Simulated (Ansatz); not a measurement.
Lu2MnS4:
```yaml
crystal:
  lattice:
    - [0.00000, 5.37579, 5.37579]
    - [5.37579, 0.00000, 5.37579]
    - [5.37579, 5.37579, 0.00000]
  atoms:
    - { symbol: Mn, position: [0.50000, 0.50000, 0.50000], spin: 4.4 }
    - { symbol: Mn, position: [0.75000, 0.75000, 0.75000], spin: 4.4 }
    - { symbol: Lu, position: [0.12500, 0.12500, 0.12500], spin: 0.1 }
    - { symbol: Lu, position: [0.62500, 0.12500, 0.12500], spin: 0.1 }
    - { symbol: Lu, position: [0.12500, 0.12500, 0.62500], spin: 0.1 }
    - { symbol: Lu, position: [0.12500, 0.62500, 0.12500], spin: 0.1 }
    - { symbol: S, position: [0.87842, 0.87842, 0.87842], spin: 0.1 }
    - { symbol: S, position: [0.88525, 0.37158, 0.37158], spin: 0.1 }
    - { symbol: S, position: [0.87842, 0.87842, 0.36475], spin: 0.1 }
    - { symbol: S, position: [0.37158, 0.88525, 0.37158], spin: 0.1 }
    - { symbol: S, position: [0.36475, 0.87842, 0.87842], spin: 0.1 }
    - { symbol: S, position: [0.37158, 0.37158, 0.37158], spin: 0.1 }
    - { symbol: S, position: [0.87842, 0.36475, 0.87842], spin: 0.1 }
    - { symbol: S, position: [0.37158, 0.37158, 0.88525], spin: 0.1 }
```

Relaxed with PBEsol.

**Question.** Which orbitals make up the states near the band edges in PBEsol in the plane-wave PAW code Ansatz?

**Answer.** Top 1 eV of the valence band: S 3p 52 %, Mn 3d 36 %, Lu 5d 7 %. Bottom 1 eV of the conduction band: Mn 3d 63 %, Lu 5d 25 %. Projections are on Löwdin-orthogonalised atomic valence shells; empty p or d shells of many metals are not among them.

**Question.** Tabulate the density of states.

**Answer.** States/eV per cell of 14 atoms, in 0.25 eV bins, energy from the valence-band maximum.

| E (eV) | total | Lu 4f | S 3p | Lu 5d |
|---|---|---|---|---|
| -7.87 | 0.00 | 0.00 | 0.00 | 0.00 |
| -7.62 | 0.00 | 0.00 | 0.00 | 0.00 |
| -7.37 | 0.00 | 0.00 | 0.00 | 0.00 |
| -7.12 | 0.00 | 0.00 | 0.00 | 0.00 |
| -6.87 | 0.00 | 0.00 | 0.00 | 0.00 |
| -6.62 | 0.00 | 0.00 | 0.00 | 0.00 |
| -6.37 | 0.00 | 0.00 | 0.00 | 0.00 |
| -6.12 | 0.00 | 0.00 | 0.00 | 0.00 |
| -5.87 | 0.05 | 0.00 | 0.03 | 0.01 |
| -5.62 | 0.45 | 0.00 | 0.27 | 0.09 |
| -5.37 | 1.22 | 0.02 | 0.74 | 0.22 |
| -5.12 | 2.52 | 0.10 | 1.51 | 0.39 |
| -4.87 | 6.66 | 0.73 | 3.94 | 0.75 |
| -4.62 | 22.16 | 8.71 | 9.03 | 1.66 |
| -4.37 | 213.06 | 201.34 | 8.33 | 1.14 |
| -4.12 | 15.77 | 6.62 | 6.16 | 1.12 |
| -3.87 | 14.61 | 1.53 | 7.50 | 1.40 |
| -3.62 | 19.62 | 1.37 | 11.47 | 1.73 |
| -3.37 | 13.13 | 0.83 | 8.01 | 1.42 |
| -3.12 | 16.16 | 0.46 | 10.04 | 1.73 |
| -2.87 | 9.68 | 0.32 | 6.81 | 0.93 |
| -2.62 | 22.27 | 0.39 | 15.57 | 3.20 |
| -2.37 | 21.66 | 0.29 | 15.40 | 3.71 |
| -2.12 | 12.54 | 0.20 | 8.02 | 1.43 |
| -1.87 | 14.38 | 0.20 | 8.18 | 1.15 |
| -1.62 | 9.05 | 0.16 | 6.16 | 0.56 |
| -1.37 | 15.18 | 0.23 | 10.42 | 0.91 |
| -1.12 | 9.66 | 0.11 | 5.52 | 0.64 |
| -0.87 | 9.42 | 0.05 | 4.34 | 0.69 |
| -0.62 | 4.02 | 0.03 | 2.27 | 0.27 |
| -0.37 | 2.03 | 0.02 | 1.29 | 0.11 |
| -0.12 | 0.67 | 0.01 | 0.46 | 0.02 |
| 0.13 | 0.00 | 0.00 | 0.00 | 0.00 |
| 0.38 | 0.00 | 0.00 | 0.00 | 0.00 |
| 0.63 | 0.00 | 0.00 | 0.00 | 0.00 |
| 0.88 | 0.46 | 0.00 | 0.02 | 0.22 |
| 1.13 | 3.46 | 0.00 | 0.17 | 1.37 |
| 1.38 | 6.83 | 0.00 | 0.28 | 1.92 |
| 1.63 | 14.82 | 0.01 | 0.58 | 2.08 |
| 1.88 | 12.98 | 0.01 | 1.04 | 2.42 |
| 2.13 | 7.94 | 0.01 | 0.84 | 2.64 |
| 2.38 | 7.51 | 0.01 | 0.82 | 4.29 |
| 2.63 | 8.26 | 0.01 | 0.94 | 5.18 |
| 2.88 | 5.45 | 0.00 | 0.68 | 3.70 |
| 3.13 | 7.78 | 0.01 | 0.94 | 5.05 |
| 3.38 | 7.87 | 0.01 | 0.89 | 4.88 |
| 3.63 | 6.43 | 0.01 | 0.77 | 4.09 |
| 3.88 | 7.66 | 0.01 | 0.78 | 4.90 |
| 4.13 | 9.24 | 0.01 | 0.83 | 5.99 |
| 4.38 | 8.80 | 0.01 | 0.76 | 5.27 |
| 4.63 | 12.58 | 0.01 | 0.96 | 7.25 |
| 4.88 | 14.01 | 0.00 | 0.99 | 8.06 |
| 5.13 | 12.64 | 0.00 | 0.87 | 7.53 |
| 5.38 | 9.85 | 0.00 | 1.05 | 4.68 |

Space group Fd-3m (spinel). The workflow started from an entry of the Crystallography Open Database (COD). Its standing as an ambient phase is unchecked. Symmetry was held in the PBEsol relaxation; its stability against distortions is not shown here. Magnetic state: ferromagnetic, chosen from 2 collinear starts compared on coarse meshes (ties went to the first, and starts can fall back to one state), not a proven ground state. The program gave a warning on the electronic state, which may not be the lowest. No Hubbard U is applied. Spin–orbit coupling is left out wherever it is not named.

Potentials: the later of the program's two PAW sets.
